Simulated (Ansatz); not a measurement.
A plane-wave run on Zn2Re3As4

Input file of Ansatz 0.2.0:

```yaml
crystal:
  lattice:
    - [0.0, 4.021409, 0.0]
    - [7.563167, -2.010704, 0.0]
    - [2.539679, 0.0, -5.940699]
  atoms:
    - { symbol: Re, position: [0.1437, 0.2874, 0.41856] }
    - { symbol: Re, position: [0.8563, 0.7126, 0.58144] }
    - { symbol: Re, position: [0.0, 0.0, 0.0] }
    - { symbol: Zn, position: [0.32838, 0.65676, 0.96341] }
    - { symbol: Zn, position: [0.67162, 0.34324, 0.03659] }
    - { symbol: As, position: [0.20638, 0.41276, 0.83267] }
    - { symbol: As, position: [0.79362, 0.58724, 0.16733] }
    - { symbol: As, position: [0.48895, 0.9779, 0.67972] }
    - { symbol: As, position: [0.51105, 0.0221, 0.32028] }
  symmetry: { tolerance: 0.0003 }
kpoints:
  mp_grid: { grid: [6, 6, 4], shift: [0, 0, 0] }
  band_path:
    path:
      - [0.0, 0.0, 0.0]
      - [0.54179805, -0.27089902, 0.0]
      - [0.45820195, -0.72910098, 0.0]
      - [0.0, -0.5, 0.0]
      - [0.0, 0.0, 0.0]
      - [0.0, -0.5, -0.5]
      - [0.49666968, -0.74833484, -0.5]
      - [0.50333032, -0.25166516, -0.5]
      - [0.0, 0.0, -0.5]
      - [0.0, 0.0, 0.0]
      - [0.5, -0.5, -0.5]
    npoints: 6
magnetization:
  spin_polarized: false
scf:
  occupations: { method: fermi_dirac }
  lower_state_search: "off"
  max_iter: 200
hamiltonian:
  pseudopotentials: { kind: paw }
  xc: r2scan
basis:
  ecutwfc: 500
  fft_grid_basis: typed
output:
  forces: true
  stress: true
  eigenvalues: true
  bader: true
  populations: true
  elf: true
  write_potential: true
  volumetric_format: npy
  dos:
    e_range: [-12, 8]
    de: 0.05
    projected: { site_lists: { As: [As], Re: [Re], Zn: [Zn] } }
checkpoint:
  read: saved_state
```

The run starts from an earlier solution of this cell. 

Output (shortened):

```
Pseudopotentials: kind: paw
Pseudopotential: Re, paw, valence charge 15, recommended cutoff 500 eV (meta_gga), Re.paw.azcp
Pseudopotential: Zn, paw, valence charge 12, recommended cutoff 500 eV (meta_gga), Zn.paw.azcp
Pseudopotential: As, paw, valence charge 15, recommended cutoff 500 eV (meta_gga), As.paw.azcp
Functional definition: r2SCAN
  exchange = r2scan_x(k0 = k0, k1 = k1, a1 = a1)
  correlation = r2scan_c
Crystal: 9 atoms, lattice volume = 180.684 Å³
Basis set: ecut = 500 eV, 4595 PW (Γ), exchange–correlation on 120×240×192 points (64 copies of the dense FFT grid, shifted against one another)
Bands: 78, of which v1, the nominal top of the filled ones, is band 65 counted from 1 (64 counted from 0)
Symmetry: 4 space group operations
Space group: C2/m (ITA 12), of the structure as read, at distance tolerance 1.7e-3 Å
k-points: 47 of 144
Initial density: read from a saved state, or passed on in memory by an earlier SCF of this step, an earlier step, the calling program or the single point that the run made first
Functional: x = r2scan, c = r2scan; τ floored in thin density (d = 2e-4 eV/Å³)
Free energy (F): -58737.1722 eV
Harris-Foulkes:  -58737.1722 eV  (|F-HF|=7.13e-10)
Internal energy: -58736.7319 eV  (E = F + TS)
E sigma→0 (E₀):  -58736.9521 eV
Entropy (-TS):   -0.4403 eV (-48.918 meV/atom)
Fermi energy:    12.3318 eV
--- Per-component energies (eV) ---
  E_band       = -1526.2577
  E_kinetic    = 2266.9712
  E_local      = -14100.3446  (includes V_loc(G=0)·N_el)
  E_nonlocal   = -1277.3767
  E_hartree    = 6654.7270
  E_xc         = -1683.8472
  E_vxc        = -1438.2571  (∫ρ·V_xc dr)
  E_paw        = -37159.6546  (= ΣΔE_a)
  E_vpaw       = -363.2001  (= ΣTr[D̂ρ^β])
  E_aug_tail   = -0.0002  (compensation charges beyond the density's cutoff)
  E_vtau       = 76.4928  (kinetic-family band-sum trace: ∫τ·v_τ [+ j·A + Jᵃ·Aᵃ] dr)
  E_ewald      = -13429.5993
  E_core_change = -7.6075  (= ΣΔE_core)
  E_smearing   = -0.4403  (= −TS)
--- Forces (eV/Å), atoms counted from 1 ---
  atom   1  Re     0.2756     0.0000    -0.1146
  atom   2  Re    -0.2756     0.0000     0.1146
  atom   3  Re     0.0000     0.0000     0.0000
  atom   4  Zn     1.2462     0.0000     0.2720
  atom   5  Zn    -1.2462     0.0000    -0.2720
  atom   6  As    -2.7953     0.0000     4.0500
  atom   7  As     2.7953     0.0000    -4.0500
  atom   8  As     2.5231     0.0000    -3.0270
  atom   9  As    -2.5231     0.0000     3.0270
--- Stress (GPa, compression-positive) ---
      -10.6446       0.0000      -4.3132
        0.0000     -13.3401       0.0000
       -4.3132       0.0000     -10.2715
  P = ⅓ Tr σ = -11.4187 GPa (-114.187 kbar)
```

Origin: a known structure type with other elements, at an estimated volume, so it need not be a known compound. Caveats: many states at the Fermi level without spin polarisation, so a magnetic state may lie lower; atoms or cell far from equilibrium.
